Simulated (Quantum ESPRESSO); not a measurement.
**Kohn-Sham bands of Sn (diamond)**

```yaml
crystal:
  lattice:
    - [0.00000, 3.28498, 3.28498]
    - [3.28498, 0.00000, 3.28498]
    - [3.28498, 3.28498, 0.00000]
  atoms:
    - { symbol: Sn, position: [0.50000, 0.50000, 0.50000] }
    - { symbol: Sn, position: [0.75000, 0.75000, 0.75000] }
```

Structure: Materials Project mp-117, symmetrised, not relaxed again. COD (Crystallography Open Database) has the formula in 5 space groups, this one among them (matched by group alone). Level: PBEsol, no spin polarisation, no spin-orbit coupling; pw.x of Quantum ESPRESSO at 58 Ry with PseudoDojo potentials, 8×8×8 k-points, Wannier90. Density: 12×12×12 mesh, cold smearing 0.01 Ry. Spin-orbit coupling is left out although heavy elements are present.

Q: List the Kohn-Sham levels between −8 and 3.0 eV relative to the Fermi level at the high-symmetry points, as a band run of pw.x on that density gives them (levels within 2 meV counted together).

A: 
| point | k (reciprocal lattice) | levels (eV) |
|---|---|---|
| Γ | 0.000 0.000 0.000 | -0.94, 0.10 (×3), 2.16 (×3) |
| X | 0.500 0.000 0.500 | -7.40 (×2), -2.33 (×2), 0.82 (×2) |
| U | 0.625 0.250 0.625 | -7.79, -6.93, -3.21, -1.99, 1.08 |
| K | 0.375 0.375 0.750 | -7.79, -6.93, -3.21, -1.99, 1.08 |
| L | 0.500 0.500 0.500 | -6.17, -1.05 (×2), -0.12 |
| W | 0.500 0.250 0.750 | -7.34 (×2), -2.89 (×2) |
